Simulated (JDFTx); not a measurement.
An input for a modified build of JDFTx (Nb(110), linear PCM (GLSSA13), water, 1 M NaF; bohr, hartree) and the course of its log:

```
lattice \
  6.2694120828 3.1347060414 0.0000000000 \
  0.0000000000 4.4331437969 0.0000000000 \
  0.0000000000 0.0000000000 43.4637008664
coords-type Lattice
ion Nb 0.5000000000 0.0000000000 -0.1529946960 0
ion Nb 0.0000000000 0.0000000000 -0.0509982320 0
ion Nb 0.5000000000 0.0000000000 0.0509982320 0
ion Nb 0.0000000000 0.0000000000 0.1529946960 0
ion-species pseudo/nb_pbe_v1.upf
elec-cutoff 20 100
elec-ex-corr gga-PBE
coulomb-interaction Slab 001
coulomb-truncation-embed 0 0 0
kpoint-folding 10 10 1
elec-smearing Fermi 0.01
elec-n-bands 37
target-mu -0.166842
electronic-scf nIterations 100 energyDiffThreshold 1e-07
fluid LinearPCM
pcm-variant GLSSA13
fluid-solvent H2O
fluid-cation Na+ 1
fluid-anion F- 1
fluid-minimize nIterations 400 knormThreshold 1e-11
wavefunction read f0.wfns
elec-initial-eigenvals f0.eigenvals
elec-initial-fillings read f0.fillings
fluid-initial-state f0.fluidState
dump-name f0_u0.$VAR
dump End State Ecomponents EigStats BandEigs Forces ElecDensity IonicPositions Fillings Kpoints Dtot FluidDebug BoundCharge FluidDensity
```

```
[one cycle in 5 is shown, and the last three; fluid-solver lines are left out]
	FillingsUpdate:  mu: -0.166842000  nElectrons: 49.134683
SCF: Cycle:  0   G: -216.483650628275740   dG: +3.801e+00   |Residual|: 1.444e-01   |deigs|: 1.285e-09
	FillingsUpdate:  mu: -0.166842000  nElectrons: 51.531948
SCF: Cycle:  5   G: -220.214101353386695   dG: -1.135e-02   |Residual|: 2.129e-02   |deigs|: 8.559e-04
	FillingsUpdate:  mu: -0.166842000  nElectrons: 50.732557
SCF: Cycle: 10   G: -219.610224250129335   dG: +4.422e-01   |Residual|: 6.200e-02   |deigs|: 3.308e-03
	FillingsUpdate:  mu: -0.166842000  nElectrons: 50.919443
SCF: Cycle: 15   G: -219.927519880433493   dG: +9.381e-02   |Residual|: 4.654e-02   |deigs|: 9.602e-04
	FillingsUpdate:  mu: -0.166842000  nElectrons: 49.662495
SCF: Cycle: 20   G: -218.353484468489114   dG: -4.624e-01   |Residual|: 1.095e-01   |deigs|: 1.535e-03
	FillingsUpdate:  mu: -0.166842000  nElectrons: 47.085544
SCF: Cycle: 25   G: -211.751165931457678   dG: +3.740e+00   |Residual|: 2.360e-01   |deigs|: 7.302e-03
	FillingsUpdate:  mu: -0.166842000  nElectrons: 50.743892
SCF: Cycle: 30   G: -219.922646911708284   dG: -2.235e+01   |Residual|: 5.005e-02   |deigs|: 4.002e-02
	FillingsUpdate:  mu: -0.166842000  nElectrons: 46.505351
SCF: Cycle: 35   G: -209.998684667626264   dG: +4.524e+00   |Residual|: 2.636e-01   |deigs|: 8.020e-03
	FillingsUpdate:  mu: -0.166842000  nElectrons: 43.043154
SCF: Cycle: 40   G: -190.545083190784283   dG: +3.573e+00   |Residual|: 4.417e-01   |deigs|: 3.313e-03
	FillingsUpdate:  mu: -0.166842000  nElectrons: 49.955449
SCF: Cycle: 45   G: -219.466455691924125   dG: +1.095e-01   |Residual|: 7.698e-02   |deigs|: 6.234e-04
	FillingsUpdate:  mu: -0.166842000  nElectrons: 51.155009
SCF: Cycle: 50   G: -220.265157804183389   dG: -5.472e-01   |Residual|: 2.172e-02   |deigs|: 5.819e-03
	FillingsUpdate:  mu: -0.166842000  nElectrons: 49.353049
SCF: Cycle: 55   G: -218.687302777914994   dG: +1.533e-02   |Residual|: 1.097e-01   |deigs|: 3.975e-04
	FillingsUpdate:  mu: -0.166842000  nElectrons: 48.586064
SCF: Cycle: 60   G: -217.437886467205487   dG: +7.393e-01   |Residual|: 1.440e-01   |deigs|: 2.300e-03
	FillingsUpdate:  mu: -0.166842000  nElectrons: 50.370686
SCF: Cycle: 65   G: -219.913273091609028   dG: +9.165e-02   |Residual|: 5.722e-02   |deigs|: 8.426e-04
	FillingsUpdate:  mu: -0.166842000  nElectrons: 45.710257
SCF: Cycle: 70   G: -209.137139524377375   dG: -8.240e-01   |Residual|: 2.860e-01   |deigs|: 1.177e-03
	FillingsUpdate:  mu: -0.166842000  nElectrons: 51.296155
SCF: Cycle: 75   G: -220.262775693272914   dG: -2.861e+00   |Residual|: 2.182e-02   |deigs|: 2.174e-02
	FillingsUpdate:  mu: -0.166842000  nElectrons: 49.549005
SCF: Cycle: 80   G: -219.767597410540048   dG: -3.392e-01   |Residual|: 6.801e-02   |deigs|: 2.188e-03
	FillingsUpdate:  mu: -0.166842000  nElectrons: 48.960495
SCF: Cycle: 85   G: -219.079591596942919   dG: +1.230e+00   |Residual|: 9.851e-02   |deigs|: 1.227e-02
	FillingsUpdate:  mu: -0.166842000  nElectrons: 48.036633
SCF: Cycle: 90   G: -217.540642407762732   dG: +1.168e+00   |Residual|: 1.480e-01   |deigs|: 4.431e-03
	FillingsUpdate:  mu: -0.166842000  nElectrons: 49.790297
SCF: Cycle: 95   G: -219.956093847659957   dG: +3.329e-02   |Residual|: 5.635e-02   |deigs|: 5.425e-04
	FillingsUpdate:  mu: -0.166842000  nElectrons: 48.370174
SCF: Cycle: 97   G: -218.080876819301352   dG: -1.239e-02   |Residual|: 1.303e-01   |deigs|: 6.368e-04
	FillingsUpdate:  mu: -0.166842000  nElectrons: 49.343490
SCF: Cycle: 98   G: -219.544771614838481   dG: -1.464e+00   |Residual|: 8.019e-02   |deigs|: 6.745e-03
	FillingsUpdate:  mu: -0.166842000  nElectrons: 50.221023
SCF: Cycle: 99   G: -220.230026878576155   dG: -6.853e-01   |Residual|: 3.211e-02   |deigs|: 6.503e-03
SCF: None of the convergence criteria satisfied after 100 iterations.
IonicMinimize: Iter:   0  G: -220.230026878576155  |grad|_K:  0.000e+00
IonicMinimize: Converged (|grad|_K<1.000000e-04).
```

This run gave no converged result. The electronic loop ended without meeting its threshold, so the last energy, electron count and forces aren't results.
